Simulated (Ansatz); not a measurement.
**CsAlF4 — ²⁷Al nuclear quadrupole resonance**

Cell: a computed structure from the Materials Project (it need not be an observed phase).

Space group P-62m (No. 189); a = 9.4362, c = 3.7067 Å, γ = 120.00°.

```csv
site,Wyckoff,site symmetry,x,y,z
Cs,3g,m2m,0.0000,0.5698,0.5000
Al,3f,m2m,0.2179,0.0000,0.0000
F7,3g,m2m,0.2101,0.0000,0.5000
F9,6j,m..,0.4230,0.1581,0.0000
F10,3f,m2m,0.0000,0.8452,0.0000
```

One atom of each set is listed.

Method: Kohn–Sham DFT in Ansatz, PBE, plane waves and PAW, scalar-relativistic, 420 eV cutoff, Γ-centred 3×3×7 k-points, Fermi–Dirac smearing 0.02 eV.

²⁷Al: I = 5/2, Q = 146.6 mb (year-2017 value). Static lattice, zero field.

(1) The simulated lines lie at 1.01, 1.90 MHz. What are |C_Q|, η and |V_zz| at Al?

Answers

(1) For I = 5/2 and η = 0 the lines are 3|C_Q|/20 and twice that; η pulls their ratio below 2. Here |C_Q| = 6.40 MHz, η = 0.23 and |V_zz| = 1.81 × 10²¹ V/m². The calculation gives V_zz positive; the lines don't show the sign. The site has 6 F at 1.76–1.85 Å.

The largest force is 0.3 eV/Å, so the atoms aren't at the calculated equilibrium and relaxing them would move these values.
